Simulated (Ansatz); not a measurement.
**Data sheet: MgCu₃H (DFT)**

MgCu3H:
Space group Pm-3m (No. 221); a = 3.7962 Å, b = 3.7962 Å, c = 3.7962 Å, α = 90.00°, β = 90.00°, γ = 90.00°

| atom | site | symmetry | x | y | z |
|---|---|---|---|---|---|
| Mg | 1a | m-3m | 0.0000 | 0.0000 | 0.0000 |
| Cu | 3c | 4/mm.m | 0.0000 | 0.5000 | 0.5000 |
| H | 1b | m-3m | 0.5000 | 0.5000 | 0.5000 |

Space group Pm-3m (No. 221), anti-perovskite; conventional cell a = b = c = 3.7962 Å, α = β = γ = 90.00°.

Method: r²SCAN (plane waves, PAW; program Ansatz). The cell and atoms are relaxed at this level. Other levels are named where they apply.

Cell and energy:

- Volume per atom = 10.94 Å³
- Density = 6.55 g/cm³
- Formation energy from the elements (no fitted shifts) = 0.082 eV/atom

Electronic structure:

- Electronic character: metallic (no gap)
- Density of states at the Fermi level: 0.22 states/eV per atom (mean over ±0.08 eV)

Mechanics:

Bulk modulus (Birch–Murnaghan fit): 114 GPa
Pressure derivative B′: 4.6
Elastic constants (relaxed ions, GPa): C11 = 142, C12 = 100, C44 = 70.4
Mechanical stability: stable (all eigenvalues of C positive)
Hill bulk and shear moduli: 114 and 43.5 GPa
Young's modulus: 116 GPa
Poisson's ratio: 0.33
Debye temperature from the elastic constants: 387 K

Charges:

* **Bader charges**: Mg +1.58, Cu -0.44, H -0.25 e

The start of the workflow was typed in or built on a structure type; neither database checked (COD, Materials Project) lists it. Its standing as an ambient phase is unchecked. The r²SCAN relaxation kept the symmetry of its start; its stability against distortions is not shown here. The run is not spin-polarised. As this level gives no gap, shear constants depend on the k-mesh and smearing (Fermi–Dirac, 0.1 eV here). The references are the lowest solids computed at this level, not always the standard phases (solids in place of the gases).

Potentials: the earlier of the program's two PAW sets.
